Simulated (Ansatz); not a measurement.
Values for one crystal, relaxed and computed with the program Ansatz at the r²SCAN level (PAW); other levels are named.

```yaml
volume_per_atom: 15.04 Å³
electronic_character: metallic (no gap)
Formation energy from the elements (no fitted shifts): -0.10 eV/atom
Pressure derivative B′: 4.7
Bulk modulus (Birch–Murnaghan fit): 176 GPa
Density of states at the Fermi level: 0.10 states/eV per atom (mean over ±0.08 eV)
```

Pick the material that matches.
A. BaGe, Cmcm (Ba on 4c, Ge on 4c)
B. Ge2Mo, MoSi2 or CaC2 type
C. GdGe, Cmcm (Gd on 4c, Ge on 4c)
D. ScGe, Cmcm (Sc on 4c, Ge on 4c)

B, Ge2Mo, MoSi2 or CaC2 type

Space group I4/mmm (MoSi2 or CaC2 type). The first step of the workflow began from a Materials Project structure, measured or hypothetical; the Crystallography Open Database copy checked does not list it. COD files the formula under space group No. 62, so this cell is another polymorph or a model. Its standing as an ambient phase is unchecked. The r²SCAN relaxation kept the symmetry of its start; whether a distortion lowers the energy is not shown. No spin polarisation was allowed. The references are the lowest solids computed at this level, not always the standard phases. Spin–orbit coupling is left out wherever it is not named.

Potentials: the later of the program's two PAW sets.
